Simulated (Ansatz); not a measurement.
An element in the fcc structure gives these cold pressures by all-electron LAPW under PBEsol (Ansatz 0.2.0, scalar-relativistic, no spin polarisation).

```csv
V (Å³/atom),P (GPa)
7.01,0.06
6.45,16.24
5.89,39.9
5.32,75.8
4.76,130.6
4.20,216.7
3.64,353.7
3.15,565.3
```

Task: Which element is it?

Result: C. Its zero-pressure volume in this structure is near 7.0 Å³/atom; the volume and the steepness of P(V) together point to it, though neighbours can come close. Other candidates weren't computed, and some may come near.
